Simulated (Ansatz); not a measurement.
ZnCdS₂ in space group P-4m2 (No. 115; Zn on 1d, Cd on 1b, S on 2g), the program Ansatz at the PBEsol level (PAW). The conduction-band minimum lies at Γ, with 1 equivalent valley. Second derivatives d²E/dk² of the lowest band at one valley (eV·Å²), along Cartesian directions:

```json
[
 {"direction": "[100]", "d²E/dk²": "56.07"},
 {"direction": "[010]", "d²E/dk²": "56.07"},
 {"direction": "[001]", "d²E/dk²": "51.19"},
 {"direction": "[110]", "d²E/dk²": "56.11"},
 {"direction": "[101]", "d²E/dk²": "53.62"},
 {"direction": "[011]", "d²E/dk²": "53.62"}
]
```

Task: Find the principal effective masses, the density-of-states mass and the conductivity mass.

Result: Off-diagonal terms follow from H_xy = H[110] − (H_xx + H_yy)/2, and m*/mₑ = 7.620 eV·Å² over each eigenvalue: 0.14, 0.14, 0.15. One valley's DOS mass (m₁m₂m₃)^(1/3) = 0.14, conductivity mass 3/(Σ 1/mᵢ) = 0.14 mₑ.

Task: What effective density of states Nc follows at 300 K for parabolic valleys?

Result: Nc = 2.509e19 × 1 × (0.14)^(3/2) ≈ 1.3e18 cm⁻³.

Task: With the computed static dielectric constant 9.57 (mean of the diagonal), estimate a hydrogenic donor's binding energy and radius.

Result: E = 13.606 eV × 0.14/9.57² ≈ 21 meV; a = 0.529 Å × ε/m* ≈ 36 Å. Semilocal masses tend to be too small where the gap is.

The workflow started from a Materials Project entry (that database holds measured and hypothetical structures alike); the Crystallography Open Database copy checked does not list it. Whether it is the stable phase at ambient conditions was not checked. The cell was relaxed with PBEsol under the symmetry of its start; of distortions, only those at the zone centre were tested. Scalar-relativistic: spin–orbit coupling is off unless named, which matters more the heavier the elements.

Potentials: the later of the program's two PAW sets.
